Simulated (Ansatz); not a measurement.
A relaxation computed with Ansatz, from input to last step.

```yaml
crystal:
  lattice:
    - [1.3944350418, 0.8050774468, 5.0082022917]
    - [-1.3944350418, 0.8050774468, 5.0082022917]
    - [0.0, -1.6101548935, 5.0082022917]
  atoms:
    - { symbol: Li, position: [0.0, 0.0, 0.0] }
    - { symbol: V, position: [0.5, 0.5, 0.5] }
    - { symbol: O, position: [0.2468735908, 0.2468735908, 0.2468735908] }
    - { symbol: O, position: [0.7531264092, 0.7531264092, 0.7531264092] }
basis:
  ecutwfc: 420
kpoints:
  mp_grid: { grid: [18, 18, 18] }
hamiltonian:
  xc: pbesol
scf:
  occupations: { method: gaussian, width: 0.1 }
output:
  forces: true
  stress: true
  eigenvalues: true
relax:
  adjacent_minimum: "off"
  f_tol: 0.01
  max_steps: 30
  cell: { stress_tol: 0.1, fix: [volume] }
```

```bash
ansatz run input.yaml --threads 1 --pin off --max-ram 2560MiB --backend cpu --events-out ev --progress --plain --runs-dir out
```

The calculation used DFT PBEsol, scalar-relativistic, plane waves, PAW (Ansatz).

The volume is held at 1.03 times that of the relaxed cell.

Of 4 frames 3 are shown, positions in Å and forces in eV/Å; the SCF threshold varies from step to step. Steps run on the plane waves of an earlier cell, with a Pulay correction in the pressure. The basis is chosen afresh for the last frame, the zero of the energies, and at times for earlier ones too; energy and pressure step there, also at an unchanged geometry.

```xyz
4
Lattice="1.3944 0.8051 5.0082 -1.3944 0.8051 5.0082 0.0000 -1.6102 5.0082" Properties=species:S:1:pos:R:3:forces:R:3 pbc="T T T" step=1 free_energy_over_end_meV_per_atom=1.48 pressure_GPa=-6.20
Li    0.0000    0.0000    0.0000    0.0000    0.0000    0.0000
V     0.0000    0.0000    7.5123    0.0000    0.0000    0.0000
O     0.0000    0.0000    3.7092    0.0000    0.0000   -0.3432
O     0.0000    0.0000   11.3154    0.0000    0.0000    0.3432
4
Lattice="1.3935 0.8045 5.0153 -1.3935 0.8045 5.0153 0.0000 -1.6090 5.0153" Properties=species:S:1:pos:R:3:forces:R:3 pbc="T T T" step=2 free_energy_over_end_meV_per_atom=0.26 pressure_GPa=-5.11
Li    0.0000    0.0000    0.0000    0.0000    0.0000    0.0000
V     0.0000    0.0000    7.5229    0.0000    0.0000    0.0000
O     0.0000    0.0000    3.7043    0.0000    0.0000   -0.1452
O     0.0000    0.0000   11.3415    0.0000    0.0000    0.1452
4
Lattice="1.3932 0.8044 5.0169 -1.3932 0.8044 5.0169 0.0000 -1.6088 5.0169" Properties=species:S:1:pos:R:3:forces:R:3 pbc="T T T" step=4 free_energy_over_end_meV_per_atom=0.00 pressure_GPa=-4.30
Li    0.0000    0.0000    0.0000    0.0000    0.0000    0.0000
V     0.0000    0.0000    7.5253    0.0000    0.0000    0.0000
O     0.0000    0.0000    3.6982    0.0000    0.0000    0.0026
O     0.0000    0.0000   11.3524    0.0000    0.0000   -0.0026
```

The run took 3.5 min on 1 thread of Intel(R) Xeon(R) Processor @ 2.50GHz (Skylake/Cascade Lake) (shared host), peak memory 0.62 GiB.

Spin polarisation was left out, and a magnetic state may lie lower.